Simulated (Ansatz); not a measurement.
SrFeO$_{3}$:
```
SrFeO3
1.0
    3.83017     0.00000     0.00000
    0.00000     3.83017     0.00000
    0.00000     0.00000     3.83017
Sr Fe O
1 1 3
Direct
  0.00000   0.00000   0.00000
  0.50000   0.50000   0.50000
  0.00000   0.50000   0.50000
  0.50000   0.00000   0.50000
  0.50000   0.50000   0.00000
```
The run is spin-polarised; directions of the spins, atom by atom: 0 ↑ 0 0 0.

Relaxed with r²SCAN.

Question: Give the Bader charges and basin volumes of the independent atoms, DFT-r²SCAN in the program Ansatz with PAW potentials.

Answer: 

| atom | Bader charge (e) | Bader volume (Å³) |
|---|---|---|
| Sr1 | +1.63 | 14.9 |
| Fe2 | +1.91 | 6.6 |
| O3 | -1.18 | 11.6 |

Space group Pm-3m (cubic perovskite). The workflow started from a Materials Project entry (that database holds measured and hypothetical structures alike); the Crystallography Open Database copy checked does not list it. Whether it is the stable phase at ambient conditions was not checked. Symmetry was held in the r²SCAN relaxation; its stability against distortions is not shown here. Spin order of the final state: ferromagnetic, chosen from 4 collinear starts compared on coarse meshes (ties went to the first, and starts can fall back to one state), not a proven ground state. Other orbital occupations within this spin state were not tried. No Hubbard U is applied.

Potentials: the later of the program's two PAW sets.
